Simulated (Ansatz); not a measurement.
A relaxation of cell and atoms of ZrSi3O8 on the sites of the anatase structure (relaxed group Cm) with Ansatz, at the level PBE. It starts from a guessed cell.

```yaml
crystal:
  lattice:
    - [4.7011926, -1.72105555, 0.0]
    - [4.7011926, 1.72105555, 0.0]
    - [-2.52023899, 0.0, 6.40631805]
  atoms:
    - { symbol: Zr, position: [0.0, 0.0, 0.0] }
    - { symbol: Si, position: [0.25, 0.25, 0.375] }
    - { symbol: O, position: [0.45715212, 0.45715212, 0.47857606] }
    - { symbol: O, position: [0.20715212, 0.20715212, 0.10357606] }
    - { symbol: O, position: [0.04284788, 0.04284788, 0.27142394] }
    - { symbol: O, position: [0.79284788, 0.79284788, 0.39642394] }
    - { symbol: Si, position: [0.0, 0.0, 0.5] }
    - { symbol: Si, position: [0.25, 0.25, 0.875] }
    - { symbol: O, position: [0.45715212, 0.45715212, 0.97857606] }
    - { symbol: O, position: [0.20715212, 0.20715212, 0.60357606] }
    - { symbol: O, position: [0.04284788, 0.04284788, 0.77142394] }
    - { symbol: O, position: [0.79284788, 0.79284788, 0.89642394] }
kpoints:
  mp_grid: { grid: [8, 8, 4] }
hamiltonian:
  xc: pbe
scf:
  occupations: { method: fermi_dirac, width: 0.02 }
relax:
  f_tol: 0.005
  cell: {}
```

Of the 19 recorded frames of the trajectory, 13 are shown, each with positions in Å and forces in eV/Å. Some frames, the last among them, repeat a geometry solved again on a basis re-selected at its cell; pressure is positive in compression.

Step 1: energy 0.0 meV/atom from step 1, largest force component 11.580 eV/Å, pressure +72.79 GPa
```xyz
12
Lattice="4.7012 -1.7211 0.0000 4.7012 1.7211 0.0000 -2.5202 0.0000 6.4063" Properties=species:S:1:pos:R:3:forces:R:3 pbc="T T T"
Zr    0.0000    0.0000    0.0000    0.0181    0.0000   -0.1544
Si    1.4055    0.0000    2.4024    0.3473    0.0000    0.2085
O     3.0922    0.0000    3.0659   -0.1739    0.0000   -0.0155
O     1.6867    0.0000    0.6635   10.1744    0.0000    4.0213
O    -0.2812    0.0000    1.7388   -1.4947    0.0000   11.5795
O     6.4556    0.0000    2.5396    0.1459    0.0000   -0.0077
Si   -1.2601    0.0000    3.2032    0.6488    0.0000    0.3606
Si    0.1454    0.0000    5.6055   -0.2596    0.0000   -0.1671
O     1.8321    0.0000    6.2691   -6.2063    0.0000   -2.5005
O     0.4266    0.0000    3.8667    0.4622    0.0000    0.1441
O    -1.5413    0.0000    4.9420    6.5373    0.0000   -9.5233
O     5.1955    0.0000    5.7428  -10.1994    0.0000   -3.9458
```

Step 2: energy -589.8 meV/atom from step 1, largest force component 3.012 eV/Å, pressure +16.38 GPa
```xyz
12
Lattice="4.8779 -1.7808 0.0017 4.8779 1.7808 0.0017 -2.6126 0.0000 6.6425" Properties=species:S:1:pos:R:3:forces:R:3 pbc="T T T"
Zr   -0.0463    0.0000   -0.0066    0.7533    0.0000    1.0291
Si    1.5389    0.0000    2.5336    0.0037    0.0000    0.1940
O     3.2571    0.0000    3.1895   -0.7134    0.0000   -0.2308
O     1.8438    0.0000    0.7370    1.6415    0.0000    0.5984
O    -0.2098    0.0000    1.9408    0.2148    0.0000    1.4181
O     6.7856    0.0000    2.6694    0.3398    0.0000    0.0823
Si   -1.2537    0.0000    3.3304    0.5408    0.0000   -0.1844
Si    0.0707    0.0000    5.7701    0.2026    0.0000   -0.2835
O     1.7181    0.0000    6.4385   -3.0125    0.0000   -1.3170
O     0.4623    0.0000    4.0054    0.4328    0.0000    0.8352
O    -1.5590    0.0000    5.0344    1.7428    0.0000   -1.3546
O     5.2090    0.0000    5.8854   -2.1463    0.0000   -0.7867
```

Step 3: energy -650.5 meV/atom from step 1, largest force component 0.876 eV/Å, pressure +3.57 GPa
```xyz
12
Lattice="4.9258 -1.8054 0.0332 4.9258 1.8054 0.0332 -2.5954 0.0000 6.7279" Properties=species:S:1:pos:R:3:forces:R:3 pbc="T T T"
Zr   -0.0816    0.0000   -0.0002    0.1461    0.0000    0.6549
Si    1.6142    0.0000    2.5990    0.0067    0.0000    0.0583
O     3.3296    0.0000    3.2530   -0.4932    0.0000   -0.1913
O     1.8629    0.0000    0.7672    0.4557    0.0000    0.0376
O    -0.1371    0.0000    2.0033    0.1036    0.0000    0.3441
O     6.9320    0.0000    2.7678    0.2195    0.0000    0.0178
Si   -1.1987    0.0000    3.3782    0.1973    0.0000   -0.1825
Si    0.0625    0.0000    5.8414    0.4223    0.0000   -0.1457
O     1.6584    0.0000    6.5083   -0.8758    0.0000   -0.4995
O     0.5231    0.0000    4.0893    0.0760    0.0000    0.2609
O    -1.5287    0.0000    5.0837    0.6050    0.0000   -0.0668
O     5.2227    0.0000    5.9908   -0.8631    0.0000   -0.2877
```

Step 4: energy -652.8 meV/atom from step 1, largest force component 0.738 eV/Å, pressure +1.51 GPa
```xyz
12
Lattice="4.9274 -1.8215 0.0037 4.9274 1.8215 0.0037 -2.6365 0.0000 6.7252" Properties=species:S:1:pos:R:3:forces:R:3 pbc="T T T"
Zr   -0.0771    0.0000    0.0027   -0.4568    0.0000   -0.6407
Si    1.6080    0.0000    2.5878    0.3019    0.0000    0.2733
O     3.3126    0.0000    3.2284   -0.2028    0.0000   -0.3885
O     1.8430    0.0000    0.7449    0.6723    0.0000    0.3801
O    -0.1351    0.0000    1.9892    0.0277    0.0000    0.7384
O     6.9407    0.0000    2.7277   -0.0475    0.0000   -0.2296
Si   -1.1948    0.0000    3.3627   -0.1754    0.0000    0.2760
Si    0.0269    0.0000    5.8307    0.0457    0.0000   -0.2770
O     1.6073    0.0000    6.5045   -0.6917    0.0000   -0.3362
O     0.5167    0.0000    4.0905    0.0957    0.0000   -0.2257
O    -1.5473    0.0000    5.0646    0.1023    0.0000    0.2037
O     5.1127    0.0000    5.9246    0.3285    0.0000    0.2260
```

**Question.** How does the relaxation go on, and where does it end?

**Answer.** The middle of the trajectory is left out here.
Step 5: energy -657.5 meV/atom from step 1, largest force component 0.381 eV/Å, pressure -0.27 GPa
```xyz
12
Lattice="4.9014 -1.8181 0.0262 4.9014 1.8181 0.0262 -2.5919 0.0000 6.7940" Properties=species:S:1:pos:R:3:forces:R:3 pbc="T T T"
Zr   -0.0885    0.0000    0.0368   -0.1295    0.0000   -0.1659
Si    1.6076    0.0000    2.6341    0.1545    0.0000    0.0153
O     3.2782    0.0000    3.2939    0.1512    0.0000   -0.1545
O     1.8812    0.0000    0.7827   -0.0308    0.0000    0.1247
O    -0.1224    0.0000    2.0483   -0.1770    0.0000   -0.0759
O     6.9008    0.0000    2.7837    0.1215    0.0000    0.0185
Si   -1.1954    0.0000    3.4201   -0.1051    0.0000    0.3807
Si    0.0585    0.0000    5.8766   -0.0623    0.0000   -0.1715
O     1.6653    0.0000    6.4299    0.0617    0.0000    0.1964
O     0.5238    0.0000    4.1340   -0.2235    0.0000   -0.0324
O    -1.5235    0.0000    5.1464    0.1727    0.0000   -0.0301
O     5.1256    0.0000    6.0595    0.0667    0.0000   -0.1052
```

Step 6 (rejected): energy -656.1 meV/atom from step 1, largest force component 0.589 eV/Å, pressure -1.08 GPa
```xyz
12
Lattice="4.9123 -1.8179 0.0020 4.9123 1.8179 0.0020 -2.6307 0.0000 6.8192" Properties=species:S:1:pos:R:3:forces:R:3 pbc="T T T"
Zr   -0.0873    0.0000    0.0354   -0.1956    0.0000   -0.0668
Si    1.6336    0.0000    2.6152   -0.5886    0.0000   -0.0045
O     3.2915    0.0000    3.2746   -0.1407    0.0000   -0.0650
O     1.8827    0.0000    0.7802   -0.0193    0.0000    0.1912
O    -0.1520    0.0000    2.0495    0.2885    0.0000   -0.0117
O     6.9161    0.0000    2.7472   -0.0011    0.0000    0.1271
Si   -1.2137    0.0000    3.4387    0.3928    0.0000    0.2684
Si    0.0216    0.0000    5.8894    0.0484    0.0000   -0.2456
O     1.6295    0.0000    6.4476   -0.0014    0.0000    0.1782
O     0.4766    0.0000    4.1586    0.1979    0.0000   -0.5305
O    -1.5613    0.0000    5.1639   -0.0103    0.0000    0.0477
O     5.1069    0.0000    6.0339    0.0292    0.0000    0.1119
```

Step 13: energy -678.8 meV/atom from step 1, largest force component 0.053 eV/Å, pressure +0.36 GPa
```xyz
12
Lattice="4.8994 -1.8273 0.0197 4.8994 1.8273 0.0197 -2.5996 0.0000 6.8472" Properties=species:S:1:pos:R:3:forces:R:3 pbc="T T T"
Zr   -0.0949    0.0000    0.0438   -0.0073    0.0000    0.0137
Si    1.6162    0.0000    2.6343   -0.0400    0.0000   -0.0015
O     3.2819    0.0000    3.3046    0.0229    0.0000    0.0048
O     1.8728    0.0000    0.7938    0.0526    0.0000   -0.0024
O    -0.1357    0.0000    2.0622   -0.0294    0.0000    0.0213
O     6.9063    0.0000    2.8054   -0.0473    0.0000   -0.0246
Si   -1.2008    0.0000    3.4618    0.0365    0.0000   -0.0195
Si    0.0563    0.0000    5.8979   -0.0154    0.0000    0.0122
O     1.6461    0.0000    6.5052    0.0161    0.0000    0.0346
O     0.5027    0.0000    4.1571    0.0338    0.0000   -0.0087
O    -1.5293    0.0000    5.1943   -0.0121    0.0000   -0.0120
O     5.1264    0.0000    6.0727   -0.0105    0.0000   -0.0178
```

Step 14: energy -678.8 meV/atom from step 1, largest force component 0.024 eV/Å, pressure -0.03 GPa
```xyz
12
Lattice="4.9017 -1.8320 0.0175 4.9017 1.8320 0.0175 -2.6038 0.0000 6.8384" Properties=species:S:1:pos:R:3:forces:R:3 pbc="T T T"
Zr   -0.0962    0.0000    0.0400   -0.0025    0.0000   -0.0066
Si    1.6144    0.0000    2.6310    0.0093    0.0000    0.0117
O     3.2828    0.0000    3.2967   -0.0153    0.0000   -0.0103
O     1.8745    0.0000    0.7896    0.0049    0.0000   -0.0022
O    -0.1379    0.0000    2.0576    0.0028    0.0000    0.0198
O     6.9064    0.0000    2.7954    0.0092    0.0000    0.0014
Si   -1.2025    0.0000    3.4537    0.0026    0.0000    0.0070
Si    0.0532    0.0000    5.8942    0.0106    0.0000    0.0041
O     1.6423    0.0000    6.5085   -0.0239    0.0000   -0.0002
O     0.5050    0.0000    4.1521   -0.0063    0.0000   -0.0052
O    -1.5315    0.0000    5.1855    0.0090    0.0000   -0.0218
O     5.1275    0.0000    6.0586    0.0001    0.0000    0.0027
```

Step 15: energy -678.8 meV/atom from step 1, largest force component 0.007 eV/Å, pressure +0.02 GPa
```xyz
12
Lattice="4.9051 -1.8310 0.0188 4.9051 1.8310 0.0188 -2.6040 0.0000 6.8368" Properties=species:S:1:pos:R:3:forces:R:3 pbc="T T T"
Zr   -0.0960    0.0000    0.0392   -0.0024    0.0000    0.0042
Si    1.6167    0.0000    2.6318   -0.0036    0.0000    0.0015
O     3.2856    0.0000    3.2958    0.0026    0.0000    0.0006
O     1.8748    0.0000    0.7888   -0.0002    0.0000    0.0011
O    -0.1358    0.0000    2.0576   -0.0011    0.0000   -0.0012
O     6.9134    0.0000    2.7968   -0.0050    0.0000   -0.0036
Si   -1.2015    0.0000    3.4525    0.0038    0.0000    0.0000
Si    0.0539    0.0000    5.8945   -0.0023    0.0000   -0.0048
O     1.6416    0.0000    6.5102    0.0059    0.0000    0.0035
O     0.5063    0.0000    4.1516    0.0005    0.0000    0.0038
O    -1.5306    0.0000    5.1837   -0.0007    0.0000   -0.0074
O     5.1325    0.0000    6.0589    0.0024    0.0000    0.0025
```

Step 16: energy -678.8 meV/atom from step 1, largest force component 0.003 eV/Å, pressure 0.00 GPa
```xyz
12
Lattice="4.9054 -1.8309 0.0192 4.9054 1.8309 0.0192 -2.6036 0.0000 6.8368" Properties=species:S:1:pos:R:3:forces:R:3 pbc="T T T"
Zr   -0.0960    0.0000    0.0394    0.0001    0.0000    0.0012
Si    1.6169    0.0000    2.6320   -0.0011    0.0000    0.0003
O     3.2859    0.0000    3.2960    0.0010    0.0000    0.0003
O     1.8748    0.0000    0.7889    0.0000    0.0000    0.0002
O    -0.1357    0.0000    2.0578   -0.0014    0.0000    0.0008
O     6.9138    0.0000    2.7971    0.0001    0.0000   -0.0001
Si   -1.2013    0.0000    3.4525    0.0001    0.0000    0.0008
Si    0.0544    0.0000    5.8944    0.0006    0.0000   -0.0001
O     1.6423    0.0000    6.5107    0.0002    0.0000    0.0000
O     0.5067    0.0000    4.1518    0.0009    0.0000    0.0009
O    -1.5302    0.0000    5.1835    0.0009    0.0000   -0.0031
O     5.1337    0.0000    6.0598   -0.0013    0.0000   -0.0013
```

Step 17: energy -679.6 meV/atom from step 1, largest force component 0.003 eV/Å, pressure +0.03 GPa
```xyz
12
Lattice="4.9054 -1.8309 0.0192 4.9054 1.8309 0.0192 -2.6036 0.0000 6.8368" Properties=species:S:1:pos:R:3:forces:R:3 pbc="T T T"
Zr   -0.0960    0.0000    0.0394    0.0001    0.0000    0.0012
Si    1.6169    0.0000    2.6320   -0.0012    0.0000    0.0003
O     3.2859    0.0000    3.2960    0.0013    0.0000    0.0004
O     1.8748    0.0000    0.7889    0.0002    0.0000    0.0001
O    -0.1357    0.0000    2.0578   -0.0016    0.0000    0.0005
O     6.9138    0.0000    2.7971   -0.0001    0.0000   -0.0001
Si   -1.2013    0.0000    3.4525    0.0000    0.0000    0.0007
Si    0.0544    0.0000    5.8944    0.0005    0.0000    0.0001
O     1.6423    0.0000    6.5107    0.0008    0.0000    0.0002
O     0.5067    0.0000    4.1518    0.0012    0.0000    0.0009
O    -1.5302    0.0000    5.1835    0.0005    0.0000   -0.0028
O     5.1337    0.0000    6.0598   -0.0017    0.0000   -0.0016
```

Step 18: energy -679.6 meV/atom from step 1, largest force component 0.002 eV/Å, pressure 0.00 GPa
```xyz
12
Lattice="4.9047 -1.8311 0.0189 4.9047 1.8311 0.0189 -2.6035 0.0000 6.8377" Properties=species:S:1:pos:R:3:forces:R:3 pbc="T T T"
Zr   -0.0961    0.0000    0.0396    0.0016    0.0000    0.0007
Si    1.6165    0.0000    2.6322    0.0010    0.0000    0.0008
O     3.2854    0.0000    3.2963    0.0002    0.0000    0.0002
O     1.8746    0.0000    0.7889    0.0001    0.0000   -0.0009
O    -0.1359    0.0000    2.0582    0.0004    0.0000    0.0000
O     6.9127    0.0000    2.7971   -0.0008    0.0000   -0.0003
Si   -1.2013    0.0000    3.4531   -0.0012    0.0000   -0.0004
Si    0.0543    0.0000    5.8949   -0.0010    0.0000    0.0000
O     1.6420    0.0000    6.5115   -0.0002    0.0000   -0.0003
O     0.5067    0.0000    4.1523   -0.0007    0.0000    0.0000
O    -1.5304    0.0000    5.1841   -0.0003    0.0000   -0.0003
O     5.1325    0.0000    6.0599    0.0010    0.0000    0.0004
```

Step 19: energy -679.6 meV/atom from step 1, largest force component 0.002 eV/Å, pressure 0.00 GPa
```xyz
12
Lattice="4.9047 -1.8311 0.0189 4.9047 1.8311 0.0189 -2.6035 0.0000 6.8377" Properties=species:S:1:pos:R:3:forces:R:3 pbc="T T T"
Zr   -0.0961    0.0000    0.0396    0.0016    0.0000    0.0007
Si    1.6165    0.0000    2.6322    0.0010    0.0000    0.0008
O     3.2854    0.0000    3.2963    0.0002    0.0000    0.0002
O     1.8746    0.0000    0.7889    0.0001    0.0000   -0.0009
O    -0.1359    0.0000    2.0582    0.0004    0.0000    0.0000
O     6.9127    0.0000    2.7971   -0.0008    0.0000   -0.0002
Si   -1.2013    0.0000    3.4531   -0.0012    0.0000   -0.0003
Si    0.0543    0.0000    5.8949   -0.0010    0.0000    0.0000
O     1.6420    0.0000    6.5115   -0.0002    0.0000   -0.0003
O     0.5067    0.0000    4.1523   -0.0007    0.0000    0.0000
O    -1.5304    0.0000    5.1841   -0.0003    0.0000   -0.0003
O     5.1325    0.0000    6.0599    0.0010    0.0000    0.0004
```

In 16 steps the volume changed by +18.6 %; between the first SCF and the last, each on a basis chosen for its cell, the energy fell by 680 meV an atom. At the end: space group Cm (No. 8), monoclinic; conventional cell a = 9.809 Å, b = 3.662 Å, c = 7.317 Å, β = 110.6°, 10.25 Å³ an atom. Zr has 6 O at 1.95–2.15 Å; Si has 6 O at 1.80–1.88 Å; O has 3 Si at 1.80–1.89 Å; O has 2 Si at 1.86–1.90 Å and 1 Zr at 2.11 Å; O has 2 Si at 1.76–1.84 Å and 1 Zr at 2.02 Å; O has 3 Si at 1.83–1.88 Å; Si has 6 O at 1.76–1.89 Å; Si has 6 O at 1.70–1.90 Å (further sites aren't listed).

It took 68 s on 1 × NVIDIA H100 80GB HBM3 with 2 threads of AMD EPYC 7R13 Processor (Zen 3), with other jobs on the host, load about 1.8 per core; peak host memory 1.3 GiB.

The cell comes from a prototype generator: it can be a known phase or a hypothetical one. Spin polarisation is off.
